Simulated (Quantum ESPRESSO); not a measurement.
Ge5Si2C, input and log of a self-consistent run

Simulated, not a measurement. The program is pw.x of Quantum ESPRESSO 7.5 (plane-wave density functional theory). The cell is made up: 8 atoms on a zincblende/diamond lattice, with randomly drawn elements, strain and displacements, not relaxed. PseudoDojo standard norm-conserving files (v0.5 for PBE, v0.4.1 for LDA and PBEsol) set the functional; there is no spin polarisation, spin-orbit coupling or dispersion term, and the masses in the input are unused placeholders.

Input:

```
&control calculation='scf', pseudo_dir='./dojo.nc.sr.pbe.v0_5.standard.upf', outdir='./o', disk_io='medium', tprnfor=.true., tstress=.true. /
&system ibrav=0, nat=8, ntyp=3, nbnd=51, ecutwfc=82.02448710, nosym=.true., tot_charge=0,
 occupations='smearing', smearing='fd', degauss=0.0073498644
/
&electrons conv_thr=7.350e-09, electron_maxstep=60, /
ATOMIC_SPECIES
C 1.0 C.upf
Ge 1.0 Ge.upf
Si 1.0 Si.upf
CELL_PARAMETERS angstrom
5.3945 -0.005 0.0215
-0.005 5.4932 -0.0087
0.0215 -0.0087 5.3495
ATOMIC_POSITIONS angstrom
Ge 0.0193 -0.01 0.0386
Ge 0.0166 2.7099 2.7318
Si 2.7094 -0.0441 2.6843
Si 2.7616 2.7743 -0.0026
C 1.4207 1.3373 1.3322
Ge 1.3963 4.14 4.0123
Ge 4.0406 1.394 4.0591
Ge 4.0069 4.0738 1.3304
K_POINTS automatic
6 6 6 1 1 1
```

The log is shortened where brackets say so; the opening notice, blank lines, dates and the lines on written files are dropped, and the path of the files is cut. It prints rydbergs, bohrs and kilobars, and counts compression as positive stress.

```
     Program PWSCF v.7.5
     Parallel version (MPI & OpenMP), running on       1 processor cores
     Number of MPI processes:                 1
     Threads/MPI process:                     1
     [start-up lines left out]
     bravais-lattice index     =            0
     lattice parameter (alat)  =      10.1942  a.u.
     unit-cell volume          =    1069.7393 (a.u.)^3
     number of atoms/cell      =            8
     number of atomic types    =            3
     number of electrons       =        82.00
     number of Kohn-Sham states=           51
     kinetic-energy cutoff     =      82.0245  Ry
     charge density cutoff     =     328.0979  Ry
     scf convergence threshold =      7.3E-09
     mixing beta               =       0.7000
     number of iterations used =            8  plain     mixing
     Exchange-correlation= PBE
                           (   1   4   3   4   0   0   0)
     [axes and pseudopotential details left out]
   Cartesian axes
     site n.     atom                  positions (alat units)
         1        Ge     tau(   1) = (   0.0035777  -0.0018537   0.0071554  )
         2        Ge     tau(   2) = (   0.0030772   0.5023408   0.5064004  )
         3        Si     tau(   3) = (   0.5022481  -0.0081749   0.4975952  )
         4        Si     tau(   4) = (   0.5119245   0.5142788  -0.0004820  )
         5        C      tau(   5) = (   0.2633586   0.2478986   0.2469532  )
         6        Ge     tau(   6) = (   0.2588355   0.7674419   0.7437698  )
         7        Ge     tau(   7) = (   0.7490159   0.2584092   0.7524453  )
         8        Ge     tau(   8) = (   0.7427688   0.7551702   0.2466195  )
     number of k points=   108  Fermi-Dirac smearing, width (Ry)=  0.0073
     Number of k-points >= 100: set verbosity='high' to print them.
     Dense  grid:   107327 G-vectors     FFT dimensions: (  60,  60,  60)
     Estimated max dynamical RAM per process >     150.61 MB
     Initial potential from superposition of free atoms
     starting charge      81.9946, renormalised to      82.0000
     Starting wfcs are   57 randomized atomic wfcs
     total cpu time spent up to now is       36.6 secs
     per-process dynamical memory:    86.5 Mb
     Self-consistent Calculation
     iteration #  1     ecut=    82.02 Ry     beta= 0.70
     Davidson diagonalization with overlap
     ethr =  1.00E-02,  avg # of iterations =  3.4
     Threshold (ethr) on eigenvalues was too large:
     Diagonalizing with lowered threshold
     Davidson diagonalization with overlap
     ethr =  4.45E-04,  avg # of iterations =  4.7
     total cpu time spent up to now is      215.0 secs
     total energy              =    -921.74503862 Ry
     estimated scf accuracy    <       0.37045172 Ry
     iteration #  2     ecut=    82.02 Ry     beta= 0.70
     Davidson diagonalization with overlap
     ethr =  4.52E-04,  avg # of iterations =  6.3
     total cpu time spent up to now is      321.3 secs
     total energy              =    -921.69254999 Ry
     estimated scf accuracy    <       1.01680583 Ry
     iteration #  3     ecut=    82.02 Ry     beta= 0.70
     Davidson diagonalization with overlap
     ethr =  4.52E-04,  avg # of iterations =  3.4
     total cpu time spent up to now is      411.0 secs
     total energy              =    -921.87509141 Ry
     estimated scf accuracy    <       0.02486214 Ry
     iteration #  4     ecut=    82.02 Ry     beta= 0.70
     Davidson diagonalization with overlap
     ethr =  3.03E-05,  avg # of iterations =  6.1
     total cpu time spent up to now is      495.5 secs
     total energy              =    -921.87924847 Ry
     estimated scf accuracy    <       0.00341467 Ry
     iteration #  5     ecut=    82.02 Ry     beta= 0.70
     Davidson diagonalization with overlap
     ethr =  4.16E-06,  avg # of iterations =  4.8
     total cpu time spent up to now is      580.3 secs
     total energy              =    -921.87989208 Ry
     estimated scf accuracy    <       0.00030941 Ry
     iteration #  6     ecut=    82.02 Ry     beta= 0.70
     Davidson diagonalization with overlap
     ethr =  3.77E-07,  avg # of iterations =  2.2
     total cpu time spent up to now is      656.5 secs
     total energy              =    -921.87996237 Ry
     estimated scf accuracy    <       0.00004312 Ry
     iteration #  7     ecut=    82.02 Ry     beta= 0.70
     Davidson diagonalization with overlap
     ethr =  5.26E-08,  avg # of iterations =  2.7
     total cpu time spent up to now is      725.5 secs
     total energy              =    -921.87997232 Ry
     estimated scf accuracy    <       0.00000247 Ry
     iteration #  8     ecut=    82.02 Ry     beta= 0.70
     Davidson diagonalization with overlap
     ethr =  3.01E-09,  avg # of iterations =  3.7
     total cpu time spent up to now is      792.6 secs
     total energy              =    -921.87997280 Ry
     estimated scf accuracy    <       0.00000059 Ry
     iteration #  9     ecut=    82.02 Ry     beta= 0.70
     Davidson diagonalization with overlap
     ethr =  7.16E-10,  avg # of iterations =  2.0
     total cpu time spent up to now is      847.2 secs
     total energy              =    -921.87997291 Ry
     estimated scf accuracy    <       0.00000005 Ry
     iteration # 10     ecut=    82.02 Ry     beta= 0.70
     Davidson diagonalization with overlap
     ethr =  6.37E-11,  avg # of iterations =  3.2
     total cpu time spent up to now is      912.6 secs
     End of self-consistent calculation
     Number of k-points >= 100: set verbosity='high' to print the bands.
     the Fermi energy is     8.6859 ev
!    total energy              =    -921.87997292 Ry
     estimated scf accuracy    <          6.5E-09 Ry
     smearing contrib. (-TS)   =      -0.00145125 Ry
     internal energy E=F+TS    =    -921.87852167 Ry
     The total energy is F=E-TS. E is the sum of the following terms:
     one-electron contribution =    -515.88138816 Ry
     hartree contribution      =     310.86312058 Ry
     xc contribution           =    -228.52820405 Ry
     ewald contribution        =    -488.33205004 Ry
     convergence has been achieved in  10 iterations
     Forces acting on atoms (cartesian axes, Ry/au):
     atom    1 type  2   force =     0.05374732    0.07553878    0.05369796
     atom    2 type  2   force =     0.06788671   -0.03534951   -0.09107804
     atom    3 type  3   force =    -0.04371219    0.09560982   -0.06570461
     atom    4 type  3   force =    -0.11149636   -0.07032427    0.04963635
     atom    5 type  1   force =     0.00562912   -0.00030504    0.01005383
     atom    6 type  2   force =     0.00749333   -0.02146281    0.01196194
     atom    7 type  2   force =    -0.00852709   -0.05505783   -0.00729399
     atom    8 type  2   force =     0.02897916    0.01135088    0.03872656
     Total force =     0.259345     Total SCF correction =     0.000365
     Computing stress (Cartesian axis) and pressure
          total   stress  (Ry/bohr**3)                   (kbar)     P=       32.33
   0.00024221   0.00008249  -0.00015784           35.63       12.14      -23.22
   0.00008249   0.00012866   0.00008839           12.14       18.93       13.00
  -0.00015784   0.00008839   0.00028840          -23.22       13.00       42.42
     init_run     :     29.34s CPU     36.54s WALL (       1 calls)
     electrons    :    811.25s CPU    875.97s WALL (       1 calls)
     forces       :     12.55s CPU     12.70s WALL (       1 calls)
     stress       :     44.92s CPU     45.11s WALL (       1 calls)
     [timing details left out]
     PWSCF        :  14m58.40s CPU  16m12.36s WALL
     JOB DONE.
```

In other units: free energy -12542.816 eV for the cell, pressure 3.23 GPa, largest force component 2.867 eV/Å. A rerun of this cell at 1347 eV and a 8 x 8 x 8 mesh moved values by no more than 0.005 eV in energy, 0.03 GPa in stress and 0.003 eV/Å in force.